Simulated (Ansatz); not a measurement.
GaBi (rock salt, Fm-3m) at seven volumes, PBEsol in the plane-wave PAW code Ansatz, scaled uniformly. One row is withheld.

```csv
V (Å³/atom),P (GPa)
23.194,6.65
23.959,4.04
24.724,?
25.488,0.00
26.253,-1.55
27.018,-2.86
27.782,-3.95
```

Task: Fit the shown pressures and predict the withheld one.

Result: P = (3/2)B₀(x^(7/2) − x^(5/2))[1 + (3/4)(B′ − 4)(x − 1)] with x = (V₀/V)^(2/3). Least squares on the six rows gives V₀ = 25.488 Å³/atom, B₀ = 56.3 GPa, B′ = 4.76. At V = 24.724, x = 1.0205 and P = 1.84 GPa. The run itself gave 1.85 GPa.

The cell is a constructed one: a structure type filled with these elements; neither database checked (COD, Materials Project) lists it. Its standing as an ambient phase is unchecked. The cell was relaxed with PBEsol under the symmetry of its start; of distortions, only those at the zone centre were tested. Spin–orbit coupling is left out wherever it is not named.

Potentials: the later of the program's two PAW sets.
